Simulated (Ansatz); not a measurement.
Stackings of close-packed layers of Ti (one atom a layer), each relaxed to a stress under 0.05 GPa; h and k mark layers whose two neighbours have the same or different letters; energies count from the stacking AB (P6_3/mmc).

These are results of DFT r2SCAN, scalar-relativistic, plane waves, PAW in Ansatz 0.2.0, not measurements.

Cutoff 500 eV, Gaussian smearing of 0.10 eV, energies at zero smearing, symmetry of each start kept, no spin polarisation.

```tsv
start	atoms	k mesh	excess energy (meV/atom)	spacing of like layers (Å)	a (Å)
ABC (kkk)	3	18×18×7	71.4	2.375	2.905
ABAC (khkh)	4	18×18×5	46.2	2.340	2.931
ABCACB (hkkhkk)	6	18×18×4	55.9	2.353	2.923
ABABCBCAC (khhkhhkhh)	9	18×18×3	27.4	2.339	2.928
ABCAC (kkkhh)	5	18×18×4	45.4	2.349	2.923
ABACACACB (hhkhhhhkk)	9	18×18×3	27.0	2.337	2.929
```

Zero in every row: gap on the mesh (eV).

Small energy differences in metals hang on the k mesh (about 10 mJ/m² or 1 to 2 meV/atom on the mesh of the relaxation).

Cost: 6 runs of about 23 core-minutes in all, on Intel Xeon 6975P-C (Granite Rapids) (shared hosts).